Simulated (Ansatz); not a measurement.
SiSn (rock salt, space group No. 225) at seven volumes, plane-wave PAW PBE (Ansatz code), scaled uniformly. One row is withheld.

| V (Å³/atom) | P (GPa) |
|---|---|
| 20.528 | 7.91 |
| 21.204 | 4.81 |
| 21.881 | 2.20 |
| 22.558 | 0.00 |
| 23.235 | -1.84 |
| 23.911 | ? |
| 24.588 | -4.61 |

Question: Fit the shown pressures and predict the withheld one.

Answer: P = (3/2)B₀(x^(7/2) − x^(5/2))[1 + (3/4)(B′ − 4)(x − 1)] with x = (V₀/V)^(2/3). Least squares on the six rows gives V₀ = 22.560 Å³/atom, B₀ = 66.4 GPa, B′ = 4.96. At V = 23.911, x = 0.9620 and P = -3.34 GPa. The run itself gave -3.37 GPa.

Space group Fm-3m (rock salt). A made-up cell: these elements were put on the sites of a structure type; neither database checked (COD, Materials Project) lists it. Its standing as an ambient phase is unchecked. The cell was relaxed with PBE under the symmetry of its start; whether a distortion lowers the energy is not shown. Spin–orbit coupling is left out wherever it is not named.

Potentials: the later of the program's two PAW sets.
